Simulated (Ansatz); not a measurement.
According to r²SCAN+D4 (plane waves, PAW; program Ansatz), ZnSe in the orthorhombic phase (Pnma; Zn on 4c, Se on 4c) relaxes to a = 6.509 Å, b = 4.123 Å, c = 6.925 Å. Zn has 4 nearest neighbours from 2.41 Å (tetrahedral). Its formation energy from the elements is -0.73 eV/atom, with no fitted shifts.

It is gapped at this level: 2.02 eV (direct). The valence maximum lies at Γ and the conduction minimum at Γ. The screened hybrid HSE06 puts the gap at 2.53 eV. Gap from r²SCAN+D4 with spin–orbit coupling: 1.95 eV. Electrons at the band edge weigh 0.15, 0.18, 0.19 mₑ (principal values). The hole mass is 0.17, 1.6, 2.2 mₑ (principal values).

The bulk modulus is 23.7 GPa. Bader charges are Zn +0.85, Se -0.85 e.

The start of the workflow was typed in or built on a structure type; neither database checked (COD, Materials Project) lists it. It is not the phase usual at ambient conditions (space group No. 216). Symmetry was held in the r²SCAN+D4 relaxation; whether a distortion lowers the energy is not shown. The references are the lowest solids computed at this level, not always the standard phases. Spin–orbit coupling is left out wherever it is not named.

Potentials: the later of the program's two PAW sets.
